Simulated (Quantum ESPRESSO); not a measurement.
Space group Fm-3m (No. 225); a = b = c = 8.067 Å, α = β = γ = 90.00°

```csv
atom,site,symmetry,x,y,z
H,24e,4m.m,0.0000,0.0000,0.2142
Ru,4a,m-3m,0.0000,0.0000,0.0000
Ba,8c,-43m,0.2500,0.2500,0.2500
```
(The calculation used a cell of 9 atoms; values per cell refer to that cell.)

The geometry is that of Materials Project entry mp-697038, symmetrised and not relaxed again.

Question: What does LDA (pw.x of Quantum ESPRESSO, ONCV potentials, without SOC) give for the electronic structure near the Fermi level?

Answer: The LDA gap is indirect, 1.68 eV, from Γ to X; the smallest direct gap is 1.91 eV. Spin-orbit splittings are left out.

The structure is a Materials Project entry; no match was found in the copy of COD used, and its stability was not checked.
